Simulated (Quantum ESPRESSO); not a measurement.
## SiAsAlO6 (finding a planted mistake in a log)

Computed values, not a measurement. The program is pw.x of Quantum ESPRESSO 7.5 (plane-wave density functional theory). The cell is made up: 9 atoms on a quartz lattice, with randomly drawn elements, strain and displacements, not relaxed. PseudoDojo standard norm-conserving files (v0.5 for PBE, v0.4.1 for LDA and PBEsol) set the functional; there is no spin polarisation, spin-orbit coupling or dispersion term, and the masses in the input are unused placeholders.

Intended input:

```
&control calculation='scf', pseudo_dir='./dojo.nc.sr.pbe.v0_5.standard.upf', outdir='./o', disk_io='low', tprnfor=.true., tstress=.true. /
&system ibrav=0, nat=9, ntyp=4, nbnd=35, ecutwfc=84.00895049, nosym=.true., tot_charge=0,
 occupations='smearing', smearing='fd', degauss=0.0018374661
/
&electrons conv_thr=7.350e-09, electron_maxstep=60, /
ATOMIC_SPECIES
Al 1.0 Al.upf
As 1.0 As.upf
O 1.0 O.upf
Si 1.0 Si.upf
CELL_PARAMETERS angstrom
4.9874 0.0 0.0
-2.4937 4.3192 0.0
0.0 0.0 5.4742
ATOMIC_POSITIONS angstrom
Si 2.4122 0.0334 3.6474
As -1.2009 2.0093 1.7994
Al 1.3235 2.2793 0.0102
O 1.324 1.1724 4.3629
O 3.2927 0.6959 2.5215
O 2.761 2.5561 0.6354
O 0.393 1.899 1.1768
O -1.0245 3.1661 3.0021
O 0.7956 3.7347 4.8117
K_POINTS automatic
5 5 4 1 1 1
```

The log is shortened where brackets say so; the opening notice, blank lines, dates and the lines on written files are dropped, and the path of the files is cut. It prints rydbergs, bohrs and kilobars, and counts compression as positive stress. Where no state is partly filled, the Fermi energy that it prints is only some level between the filled and the empty states on the mesh, and need not lie in the true gap.

Log of the intended run:

```
     Program PWSCF v.7.5
     Parallel version (MPI & OpenMP), running on       4 processor cores
     Number of MPI processes:                 4
     Threads/MPI process:                     1
     [start-up lines left out]
     bravais-lattice index     =            0
     lattice parameter (alat)  =       9.4248  a.u.
     unit-cell volume          =     795.7832 (a.u.)^3
     number of atoms/cell      =            9
     number of atomic types    =            4
     number of electrons       =        58.00
     number of Kohn-Sham states=           35
     kinetic-energy cutoff     =      84.0090  Ry
     charge density cutoff     =     336.0358  Ry
     scf convergence threshold =      7.3E-09
     mixing beta               =       0.7000
     number of iterations used =            8  plain     mixing
     Exchange-correlation= PBE
                           (   1   4   3   4   0   0   0)
     [axes and pseudopotential details left out]
   Cartesian axes
     site n.     atom                  positions (alat units)
         1        Si     tau(   1) = (   0.4836588   0.0066969   0.7313229  )
         2        As     tau(   2) = (  -0.2407868   0.4028752   0.3607892  )
         3        Al     tau(   3) = (   0.2653687   0.4570117   0.0020452  )
         4        O      tau(   4) = (   0.2654690   0.2350724   0.8747845  )
         5        O      tau(   5) = (   0.6602037   0.1395316   0.5055740  )
         6        O      tau(   6) = (   0.5535951   0.5125115   0.1274011  )
         7        O      tau(   7) = (   0.0787986   0.3807595   0.2359546  )
         8        O      tau(   8) = (  -0.2054177   0.6348197   0.6019369  )
         9        O      tau(   9) = (   0.1595220   0.7488270   0.9647712  )
     number of k points=    50  Fermi-Dirac smearing, width (Ry)=  0.0018
                       cart. coord. in units 2pi/alat
        k(    1) = (   0.1000000   0.1732057   0.1138842), wk =   0.0400000
        k(    2) = (   0.1000000   0.1732057   0.3416527), wk =   0.0400000
     [further k points left out]
     Dense  grid:    82801 G-vectors     FFT dimensions: (  60,  60,  64)
     Estimated max dynamical RAM per process >     184.32 MB
     Estimated total dynamical RAM >     676.63 MB
     Initial potential from superposition of free atoms
     starting charge      57.9967, renormalised to      58.0000
     Starting wfcs are   41 randomized atomic wfcs
     total cpu time spent up to now is        3.3 secs
     per-process dynamical memory:   143.4 Mb
     Self-consistent Calculation
     iteration #  1     ecut=    84.01 Ry     beta= 0.70
     Davidson diagonalization with overlap
     ethr =  1.00E-02,  avg # of iterations =  3.0
     total cpu time spent up to now is        9.4 secs
     total energy              =    -422.69880729 Ry
     estimated scf accuracy    <       2.94671932 Ry
     iteration #  2     ecut=    84.01 Ry     beta= 0.70
     Davidson diagonalization with overlap
     ethr =  5.08E-03,  avg # of iterations =  2.1
     total cpu time spent up to now is       14.7 secs
     total energy              =    -423.45758423 Ry
     estimated scf accuracy    <       2.43435616 Ry
     [iterations 3 to 9 left out]
     iteration # 10     ecut=    84.01 Ry     beta= 0.70
     Davidson diagonalization with overlap
     ethr =  7.48E-10,  avg # of iterations =  2.0
     total cpu time spent up to now is       57.5 secs
     total energy              =    -423.96553573 Ry
     estimated scf accuracy    <       0.00000008 Ry
     iteration # 11     ecut=    84.01 Ry     beta= 0.70
     Davidson diagonalization with overlap
     ethr =  1.32E-10,  avg # of iterations =  2.1
     total cpu time spent up to now is       62.3 secs
     End of self-consistent calculation
     [lines on levels left out]
     the Fermi energy is     4.8087 ev
!    total energy              =    -423.96553575 Ry
     estimated scf accuracy    <          6.3E-09 Ry
     smearing contrib. (-TS)   =       0.00000000 Ry
     internal energy E=F+TS    =    -423.96553575 Ry
     The total energy is F=E-TS. E is the sum of the following terms:
     one-electron contribution =    -281.84941331 Ry
     hartree contribution      =     169.39965177 Ry
     xc contribution           =    -104.28284262 Ry
     ewald contribution        =    -207.23293159 Ry
     convergence has been achieved in  11 iterations
     Forces acting on atoms (cartesian axes, Ry/au):
     atom    1 type  4   force =    -0.14718783    0.02832844    0.18589601
     atom    2 type  2   force =     0.15745161    0.16647104   -0.11325192
     atom    3 type  1   force =    -0.00593632    0.13110625   -0.17050441
     atom    4 type  3   force =     0.08754532   -0.23114932   -0.23176838
     atom    5 type  3   force =    -0.00070479   -0.12956712   -0.00220837
     atom    6 type  3   force =     0.19166530    0.04376823    0.07730674
     atom    7 type  3   force =    -0.25016299   -0.09985163    0.27067942
     atom    8 type  3   force =    -0.02457159    0.02452175    0.01677231
     atom    9 type  3   force =    -0.00809872    0.06637235   -0.03292140
     Total force =     0.705508     Total SCF correction =     0.000134
     Computing stress (Cartesian axis) and pressure
          total   stress  (Ry/bohr**3)                   (kbar)     P=      218.71
   0.00124182   0.00063997  -0.00019952          182.68       94.14      -29.35
   0.00063997   0.00137735  -0.00034243           94.14      202.62      -50.37
  -0.00019952  -0.00034243   0.00184111          -29.35      -50.37      270.84
     init_run     :      3.13s CPU      3.25s WALL (       1 calls)
     electrons    :     58.77s CPU     59.04s WALL (       1 calls)
     forces       :      1.02s CPU      1.04s WALL (       1 calls)
     stress       :      3.34s CPU      3.34s WALL (       1 calls)
     [timing details left out]
     PWSCF        :   1m 6.36s CPU   1m 6.82s WALL
     JOB DONE.
```

A second run was made from an input with one planted mistake. Its log:

```
     Program PWSCF v.7.5
     Parallel version (MPI & OpenMP), running on       4 processor cores
     Number of MPI processes:                 4
     Threads/MPI process:                     1
     [start-up lines left out]
     bravais-lattice index     =            0
     lattice parameter (alat)  =       9.3043  a.u.
     unit-cell volume          =     765.6138 (a.u.)^3
     number of atoms/cell      =            9
     number of atomic types    =            4
     number of electrons       =        58.00
     number of Kohn-Sham states=           35
     kinetic-energy cutoff     =      84.0090  Ry
     charge density cutoff     =     336.0358  Ry
     scf convergence threshold =      7.3E-09
     mixing beta               =       0.7000
     number of iterations used =            8  plain     mixing
     Exchange-correlation= PBE
                           (   1   4   3   4   0   0   0)
     [axes and pseudopotential details left out]
   Cartesian axes
     site n.     atom                  positions (alat units)
         1        Si     tau(   1) = (   0.4836502   0.0067024   0.7313145  )
         2        As     tau(   2) = (  -0.2407791   0.4028759   0.3607929  )
         3        Al     tau(   3) = (   0.2653749   0.4570030   0.0020513  )
         4        O      tau(   4) = (   0.2654765   0.2350719   0.8747867  )
         5        O      tau(   5) = (   0.6602080   0.1395320   0.5055650  )
         6        O      tau(   6) = (   0.5535990   0.5125112   0.1274068  )
         7        O      tau(   7) = (   0.0788041   0.3807580   0.2359452  )
         8        O      tau(   8) = (  -0.2054188   0.6348201   0.6019376  )
         9        O      tau(   9) = (   0.1595174   0.7488220   0.9647616  )
     number of k points=    50  Fermi-Dirac smearing, width (Ry)=  0.0018
                       cart. coord. in units 2pi/alat
        k(    1) = (   0.1000000   0.1732076   0.1138858), wk =   0.0400000
        k(    2) = (   0.1000000   0.1732076   0.3416573), wk =   0.0400000
     [further k points left out]
     Dense  grid:    79595 G-vectors     FFT dimensions: (  60,  60,  60)
     Estimated max dynamical RAM per process >     177.14 MB
     Estimated total dynamical RAM >     650.28 MB
     Initial potential from superposition of free atoms
     starting charge      57.9967, renormalised to      58.0000
     Starting wfcs are   41 randomized atomic wfcs
     total cpu time spent up to now is        2.7 secs
     per-process dynamical memory:   137.8 Mb
     Self-consistent Calculation
     iteration #  1     ecut=    84.01 Ry     beta= 0.70
     Davidson diagonalization with overlap
     ethr =  1.00E-02,  avg # of iterations =  3.0
     total cpu time spent up to now is        7.4 secs
     total energy              =    -422.64532701 Ry
     estimated scf accuracy    <       2.98851823 Ry
     iteration #  2     ecut=    84.01 Ry     beta= 0.70
     Davidson diagonalization with overlap
     ethr =  5.15E-03,  avg # of iterations =  2.1
     total cpu time spent up to now is       11.6 secs
     total energy              =    -423.44281522 Ry
     estimated scf accuracy    <       2.25298120 Ry
     [iterations 3 to 9 left out]
     iteration # 10     ecut=    84.01 Ry     beta= 0.70
     Davidson diagonalization with overlap
     ethr =  6.34E-10,  avg # of iterations =  2.0
     total cpu time spent up to now is       44.6 secs
     total energy              =    -423.91109644 Ry
     estimated scf accuracy    <       0.00000005 Ry
     iteration # 11     ecut=    84.01 Ry     beta= 0.70
     Davidson diagonalization with overlap
     ethr =  8.66E-11,  avg # of iterations =  2.2
     total cpu time spent up to now is       48.4 secs
     End of self-consistent calculation
     [lines on levels left out]
     the Fermi energy is     5.3855 ev
!    total energy              =    -423.91109645 Ry
     estimated scf accuracy    <          5.7E-09 Ry
     smearing contrib. (-TS)   =       0.00000000 Ry
     internal energy E=F+TS    =    -423.91109645 Ry
     The total energy is F=E-TS. E is the sum of the following terms:
     one-electron contribution =    -277.54686785 Ry
     hartree contribution      =     168.08342615 Ry
     xc contribution           =    -104.52721491 Ry
     ewald contribution        =    -209.92043984 Ry
     convergence has been achieved in  11 iterations
     Forces acting on atoms (cartesian axes, Ry/au):
     atom    1 type  4   force =    -0.16323614    0.03248786    0.19086842
     atom    2 type  2   force =     0.17107692    0.17674923   -0.12409998
     atom    3 type  1   force =    -0.00318242    0.14580261   -0.18203216
     atom    4 type  3   force =     0.07815307   -0.24932003   -0.25606838
     atom    5 type  3   force =     0.00144898   -0.15717734   -0.00375111
     atom    6 type  3   force =     0.20459728    0.06099148    0.06768642
     atom    7 type  3   force =    -0.25690180   -0.11429329    0.29711161
     atom    8 type  3   force =    -0.03516680    0.02929841    0.02846573
     atom    9 type  3   force =     0.00321092    0.07546106   -0.01818056
     Total force =     0.761212     Total SCF correction =     0.000117
     Computing stress (Cartesian axis) and pressure
          total   stress  (Ry/bohr**3)                   (kbar)     P=      314.01
   0.00185466   0.00071680  -0.00020844          272.83      105.45      -30.66
   0.00071680   0.00200150  -0.00040125          105.45      294.43      -59.03
  -0.00020844  -0.00040125   0.00254770          -30.66      -59.03      374.78
     init_run     :      2.47s CPU      2.57s WALL (       1 calls)
     electrons    :     45.47s CPU     45.73s WALL (       1 calls)
     forces       :      0.81s CPU      0.83s WALL (       1 calls)
     stress       :      2.75s CPU      2.75s WALL (       1 calls)
     [timing details left out]
     PWSCF        :     51.62s CPU     52.05s WALL
     JOB DONE.
```

Question: what was wrong in the second input?

Answer: the cell and the positions are scaled by a wrong factor. The input lines that differ, file-writing options aside:

```
- 4.9874 0.0 0.0
+ 4.9236 0.0 0.0
- -2.4937 4.3192 0.0
+ -2.4618 4.2639 0.0
- 0.0 0.0 5.4742
+ 0.0 0.0 5.4041
- Si 2.4122 0.0334 3.6474
+ Si 2.3813 0.033 3.6007
- As -1.2009 2.0093 1.7994
+ As -1.1855 1.9836 1.7764
- Al 1.3235 2.2793 0.0102
+ Al 1.3066 2.2501 0.0101
- O 1.324 1.1724 4.3629
+ O 1.3071 1.1574 4.3071
- O 3.2927 0.6959 2.5215
+ O 3.2506 0.687 2.4892
- O 2.761 2.5561 0.6354
+ O 2.7257 2.5234 0.6273
- O 0.393 1.899 1.1768
+ O 0.388 1.8747 1.1617
- O -1.0245 3.1661 3.0021
+ O -1.0114 3.1256 2.9637
- O 0.7956 3.7347 4.8117
+ O 0.7854 3.6869 4.7501
```

```
                                            intended run  run with the mistake
                          free energy (eV)     -5768.345             -5767.604
                    smearing term -TS (eV)        0.0000                0.0000
                            pressure (GPa)         21.87                 31.40
            largest force component (eV/Å)         6.959                 7.639
largest change of a force component (eV/Å)                               0.710
                                iterations            11                    11
```

For scale, a rerun of the intended cell at 1437 eV and a 7 x 7 x 6 mesh moved values by no more than 0.004 eV in energy, 0.02 GPa in stress and 0.002 eV/Å in force.